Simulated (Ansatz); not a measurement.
Input and output of a band-structure calculation on an ordered 6-atom cell of B3As2N on the zincblende lattice (Imm2) (the plane-wave code Ansatz, PBE). Cell and atoms come from a relaxation with r2SCAN.

input.yaml:
```yaml
crystal:
  lattice:
    - [-1.570616718, 4.6863938012, 2.2044577754]
    - [1.570616718, -4.6863938012, 2.2044577754]
    - [1.570616718, 4.6863938012, -2.2044577754]
  atoms:
    - { symbol: "N", position: [-0.0128770054, -0.0128770054, 0.0] }
    - { symbol: B, position: [0.1884470533, 0.6884470533, 0.5] }
    - { symbol: As, position: [0.3372650065, 0.0006681016, 0.3365969049] }
    - { symbol: B, position: [0.648270634, 0.7865468745, 0.8617237596] }
    - { symbol: As, position: [0.6640711967, 0.0006681016, 0.6634030951] }
    - { symbol: B, position: [0.9248231149, 0.7865468745, 0.1382762404] }
kpoints:
  mp_grid: { grid: [10, 10, 10] }
  band_path:
    path:
      - [[0.0, 0.0, 0.0], [0.5, -0.5, 0.5], [0.2780803735362, -0.2780803735362, 0.7219196264638]]
      - [[-0.2780803735362, 0.2780803735362, 0.2780803735362], [0.0, 0.0, 0.0], [0.305317942465, 0.305317942465, -0.305317942465]]
      - [[0.694682057535, -0.305317942465, 0.305317942465], [0.5, -0.5, 0.5]]
      - [[0.0, 0.0, 0.0], [9.320756730769e-17, 0.5, -2.252857438628e-17], [0.25, 0.25, 0.25], [0.5, 1.285470637684e-16, 1.281092207442e-17], [0.0, 0.0, 0.0], [2.056277615442e-17, 2.681792088981e-17, 0.5], [0.25, 0.25, 0.25]]
    npoints: 10
hamiltonian:
  xc: pbe
scf:
  occupations: { method: fermi_dirac, width: 0.02 }
  n_extra_bands: 5
output:
  forces: true
  stress: true
  eigenvalues: true
```

Command: `ansatz run input.yaml --threads 4 --pin off --max-ram 6451MiB --backend cpu --events-out ev --progress --plain --runs-dir out`. It took 16 s on 4 threads of Intel(R) Xeon(R) Processor @ 2.50GHz (Skylake/Cascade Lake) (shared host); peak host memory 0.54 GiB.

What the program printed (shortened):
```
scf.n_extra_bands = 5 over 22 filled bands (N_el = 44.0): the run solves 27 bands
Pseudopotential: N, paw, valence charge 5, recommended cutoff 420 eV (normal)
Pseudopotential: B, paw, valence charge 3, recommended cutoff 420 eV (normal)
Pseudopotential: As, paw, valence charge 15, recommended cutoff 420 eV (normal)
Functional definition: PBE
Crystal: 6 atoms, lattice volume = 64.904 Å³
Basis set: ecut = 420 eV, 1253 PW (Γ), FFT grids on a1+a2, a2+a3, a3
Symmetry: 4 space group operations
Space group: Imm2 (ITA 44)
k-points: 171 of 1000 (time reversal used)
preconditioner: auto → Resta (q_TF=auto, 2.557 Å⁻¹)  ε∞=4.9  [insulator: Δε(μ)=0.225 eV  σ=0.020 eV  ℏωp=22.6 eV]
SCF 1 converged in 7 iterations: F = -10563.963356 eV  dr2 = 3.04e-8
SCF converged after 7 iterations
Free energy (F): -10563.963356 eV
Fermi energy:    12.548347 eV
--- Per-component energies (eV) ---
  E_band       = -368.908347
  E_kinetic    = 484.010750
  E_local      = -3536.063511
  E_nonlocal   = -1260.067758
  E_hartree    = 1929.785244
  E_xc         = -315.414048
  E_vxc        = -350.367812
  E_paw        = -4035.232700
  E_vpaw       = 434.011864
  E_ewald      = -3830.981436
  E_smearing   = -0.000005
--- Forces (eV/Å), atoms counted from 1 ---
  atom   1  N       0.00000      0.00000      0.09085
  atom   2  B       0.00000      0.00000    -0.21417
  atom   3  As      0.00000    -0.03099    -0.03848
  atom   4  B       0.00000      0.06021      0.10016
  atom   5  As      0.00000      0.03099    -0.03848
  atom   6  B       0.00000    -0.06021      0.10016
--- Stress (GPa, compression-positive) ---
        1.785418       0.000000       0.000000
        0.000000       2.408039       0.000000
        0.000000       0.000000       2.532111
  P = ⅓ Tr σ = 2.2419 GPa (22.419 kbar)
```

Levels along the path, in eV from the valence top (v1 is the last filled band, c1 the first empty one):
```csv
point,distance (1/Å),v2,v1,c1,c2
Γ,0.00,-1.39,0.00,0.83,2.86
·,0.34,-2.16,-0.13,0.79,2.90
X,0.67,-1.85,-0.35,0.33,1.54
·,1.11,-3.38,-2.70,1.33,1.59
F₀,1.56,-4.00,-2.82,1.36,1.44
Σ₀,1.56,-4.00,-2.82,1.36,1.44
·,2.00,-4.05,-2.28,2.79,3.72
·,2.56,-1.50,-0.36,1.03,3.15
Γ,2.67,-1.39,0.00,0.83,2.86
·,3.02,-2.19,-1.02,1.30,2.97
·,3.45,-1.82,-1.35,0.53,2.95
Λ₀,3.54,-1.77,-1.12,0.34,2.65
G₀,3.54,-1.77,-1.12,0.34,2.65
·,3.71,-2.03,-0.74,0.19,2.15
·,3.98,-1.88,-0.38,0.32,1.60
X,4.10,-1.85,-0.35,0.33,1.54
Γ,4.10,-1.39,0.00,0.83,2.86
·,4.34,-1.92,-0.97,1.52,3.33
·,4.96,-2.41,-2.05,1.69,2.70
R,5.32,-2.67,-2.66,2.40,3.78
·,5.39,-2.73,-2.67,2.44,3.81
·,5.56,-3.13,-2.81,2.74,3.55
W,5.66,-3.20,-2.87,2.85,3.43
·,5.86,-3.44,-2.45,2.72,3.70
·,6.36,-2.88,-2.06,2.01,3.93
S,6.66,-2.10,-1.47,1.08,3.37
·,6.82,-2.10,-1.44,1.13,3.30
·,7.21,-1.79,-0.49,1.08,3.07
Γ,7.45,-1.39,0.00,0.83,2.86
·,7.66,-1.76,-1.00,1.44,3.16
·,8.18,-4.07,-2.81,2.11,2.44
T,8.50,-3.90,-3.40,0.92,1.48
·,8.64,-3.95,-3.33,1.26,1.70
·,9.00,-3.19,-3.10,2.34,3.05
W,9.21,-3.20,-2.87,2.85,3.43
```

PBE gives an indirect gap of 0.19 eV, from Γ to G₀–X (0.30 of the way from G₀); the least direct gap is 0.68 eV at X. The gap is the least over the mesh and the extra points. With the atoms held, the mean pressure is +2.24 GPa (compression positive). The largest force is 0.21 eV/Å.

These are computed values for a spin-unpolarised cell that may be hypothetical; none is a measurement.

Spin-orbit coupling is left out.
